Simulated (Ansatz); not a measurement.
Polymorphs of Bi₂TeO₂, each relaxed with the program Ansatz at the PBEsol level (PAW):

A: I4/mmm
a = b = 3.9671 Å, c = 12.6268 Å, α = β = γ = 90.00°

```csv
atom,site,symmetry,x,y,z
Bi,4e,4mm,0.0000,0.0000,0.3475
O,4d,-4m2,0.0000,0.5000,0.2500
Te,2a,4/mmm,0.0000,0.0000,0.0000
```

B: P-3m1
a = 4.0359 Å, b = 4.0359 Å, c = 7.3304 Å, α = 90.00°, β = 90.00°, γ = 120.00°

```
atom  site  symmetry       x       y       z
----  ----  --------  ------  ------  ------
Bi      2d       3m.  0.3333  0.6667  0.2016
Te      1b      -3m.  0.0000  0.0000  0.5000
O       2d       3m.  0.6667  0.3333  0.1144
```

Order them by energy per atom at 0 K (lowest first) at the level PBEsol.

A (+0 meV/atom), B (+96 meV/atom)

Give each one's gap.

A no gap; B 0.61 eV.

Typed or built starts, not in the databases checked: A; B. All cells were relaxed under the symmetry of their starts (and spin orders); stability against distortions was not tested throughout. Scalar-relativistic: spin–orbit coupling is off unless named, which matters more the heavier the elements.

Energies hold the estimated change up to a 700 eV cutoff; steps of a few meV lie near the error of the meshes.

Potentials: the earlier of the program's two PAW sets. The files were generated under PBE; for other functionals the program regenerates the frozen cores, and for LDA and PBEsol the local potential too.
